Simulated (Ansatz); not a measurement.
SiOs:
```cif
data_OsSi
_chemical_formula_sum 'Si1 Os1'
_space_group_name_H-M_alt 'P 1'
_space_group_IT_number 1
_cell_length_a 2.91927
_cell_length_b 2.91927
_cell_length_c 2.91927
_cell_angle_alpha 90.000
_cell_angle_beta 90.000
_cell_angle_gamma 90.000
loop_
_space_group_symop_operation_xyz
  'x, y, z'
loop_
_atom_site_label
_atom_site_type_symbol
_atom_site_fract_x
_atom_site_fract_y
_atom_site_fract_z
_atom_site_occupancy
Si1 Si 0.50000 0.50000 0.50000 1
Os1 Os 0.00000 0.00000 0.00000 1
```

Relaxed with LDA.

**Question.** Which orbitals make up the states near the Fermi level in DFT-LDA in the program Ansatz with PAW potentials?

**Answer.** Within 0.5 eV of the Fermi level: Os 5d 53 %, Si 3s 16 %, Si 3p 16 %, outside the projected shells 12 %. Projections are on Löwdin-orthogonalised atomic valence shells; empty p or d shells of many metals are not among them.

**Question.** Tabulate the density of states.

**Answer.** States/eV per cell of 2 atoms, in 0.25 eV bins, energy from the Fermi level.

| E (eV) | total | Os 5d | Si 3p | Si 3s |
|---|---|---|---|---|
| -7.85 | 0.36 | 0.10 | 0.16 | 0.04 |
| -7.60 | 0.60 | 0.23 | 0.26 | 0.04 |
| -7.35 | 0.85 | 0.36 | 0.36 | 0.05 |
| -7.10 | 1.28 | 0.56 | 0.54 | 0.06 |
| -6.85 | 1.58 | 0.72 | 0.68 | 0.06 |
| -6.60 | 1.22 | 0.58 | 0.49 | 0.05 |
| -6.35 | 0.95 | 0.49 | 0.36 | 0.04 |
| -6.10 | 0.88 | 0.49 | 0.32 | 0.03 |
| -5.85 | 1.18 | 0.79 | 0.32 | 0.03 |
| -5.60 | 1.23 | 0.87 | 0.33 | 0.01 |
| -5.35 | 1.55 | 1.03 | 0.47 | 0.00 |
| -5.10 | 1.46 | 0.91 | 0.51 | 0.00 |
| -4.85 | 1.31 | 0.77 | 0.50 | 0.00 |
| -4.60 | 0.75 | 0.53 | 0.20 | 0.00 |
| -4.35 | 0.30 | 0.21 | 0.07 | 0.00 |
| -4.10 | 1.08 | 0.85 | 0.16 | 0.00 |
| -3.85 | 1.95 | 1.58 | 0.24 | 0.02 |
| -3.60 | 2.20 | 1.79 | 0.25 | 0.02 |
| -3.35 | 1.34 | 1.03 | 0.19 | 0.03 |
| -3.10 | 1.87 | 1.42 | 0.31 | 0.03 |
| -2.85 | 2.05 | 1.56 | 0.34 | 0.03 |
| -2.60 | 1.79 | 1.39 | 0.25 | 0.03 |
| -2.35 | 1.61 | 1.31 | 0.17 | 0.04 |
| -2.10 | 2.30 | 1.91 | 0.20 | 0.05 |
| -1.85 | 1.69 | 1.36 | 0.19 | 0.03 |
| -1.60 | 1.28 | 1.02 | 0.16 | 0.02 |
| -1.35 | 1.16 | 0.88 | 0.15 | 0.05 |
| -1.10 | 1.01 | 0.76 | 0.13 | 0.05 |
| -0.85 | 0.94 | 0.72 | 0.11 | 0.04 |
| -0.60 | 0.71 | 0.52 | 0.10 | 0.04 |
| -0.35 | 0.40 | 0.28 | 0.05 | 0.03 |
| -0.10 | 0.22 | 0.10 | 0.03 | 0.04 |
| 0.15 | 0.31 | 0.12 | 0.06 | 0.07 |
| 0.40 | 0.28 | 0.10 | 0.06 | 0.07 |
| 0.65 | 0.36 | 0.14 | 0.09 | 0.09 |
| 0.90 | 0.48 | 0.20 | 0.12 | 0.11 |
| 1.15 | 0.73 | 0.35 | 0.19 | 0.12 |
| 1.40 | 2.25 | 1.56 | 0.47 | 0.13 |
| 1.65 | 2.08 | 1.40 | 0.45 | 0.13 |
| 1.90 | 1.14 | 0.65 | 0.30 | 0.12 |
| 2.15 | 0.84 | 0.44 | 0.24 | 0.10 |
| 2.40 | 0.70 | 0.31 | 0.22 | 0.10 |
| 2.65 | 0.64 | 0.24 | 0.23 | 0.12 |
| 2.90 | 0.76 | 0.25 | 0.24 | 0.18 |
| 3.15 | 1.01 | 0.31 | 0.26 | 0.27 |
| 3.40 | 1.00 | 0.29 | 0.27 | 0.25 |
| 3.65 | 0.93 | 0.26 | 0.25 | 0.19 |
| 3.90 | 0.89 | 0.23 | 0.23 | 0.14 |
| 4.15 | 0.83 | 0.20 | 0.23 | 0.12 |
| 4.40 | 0.81 | 0.18 | 0.25 | 0.10 |
| 4.65 | 0.82 | 0.18 | 0.28 | 0.08 |

Space group Pm-3m (CsCl type). The workflow started from a Materials Project entry (that database holds measured and hypothetical structures alike); the Crystallography Open Database copy checked does not list it. COD files the formula under space group No. 198. Its standing as an ambient phase is unchecked. The LDA relaxation kept the symmetry of its start; its stability against distortions is not shown here. No spin polarisation was allowed. Scalar-relativistic: spin–orbit coupling is off unless named, which matters more the heavier the elements.

Potentials: the later of the program's two PAW sets.
